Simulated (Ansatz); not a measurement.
KHg₂:
Space group Imma (No. 74); a = 5.1281 Å, b = 8.0401 Å, c = 8.7703 Å, α = β = γ = 90.00°

| atom | site | symmetry | x | y | z |
|---|---|---|---|---|---|
| Hg | 8h | m.. | 0.0000 | 0.5611 | 0.1625 |
| K | 4e | mm2 | 0.0000 | 0.2500 | 0.4464 |
(The calculation used a cell of 6 atoms; values per cell refer to that cell.)

Relaxed at zero pressure with plane-wave PAW PBEsol (Ansatz code).

### Question
The volume is raised by 9 % and shape and atoms relax at that volume. What pressure results, and how do the axes share the change?

### Answer
-1.3 GPa; a 2.1 %, b 3.9 %, c 2.8 %; the energy rises by 13 meV/atom.

### Question
Give the new structure.

### Answer

Space group Imma (No. 74); a = 5.2353 Å, b = 8.3528 Å, c = 9.0134 Å, α = β = γ = 90.00°

```csv
atom,site,symmetry,x,y,z
Hg,8h,m..,0.0000,0.5649,0.1629
K,4e,mm2,0.0000,0.2500,0.4473
```

The phase is kept; no other phase was compared at this pressure.

The workflow started from an entry of the Crystallography Open Database (COD). Its standing as an ambient phase is unchecked. The PBEsol relaxation kept the symmetry of its start; its stability against distortions is not shown here. Axis ratios of metals converge slowly with the k-mesh, so a and c are less sure than the volume. Spin–orbit coupling is left out wherever it is not named.

Potentials: the later of the program's two PAW sets.
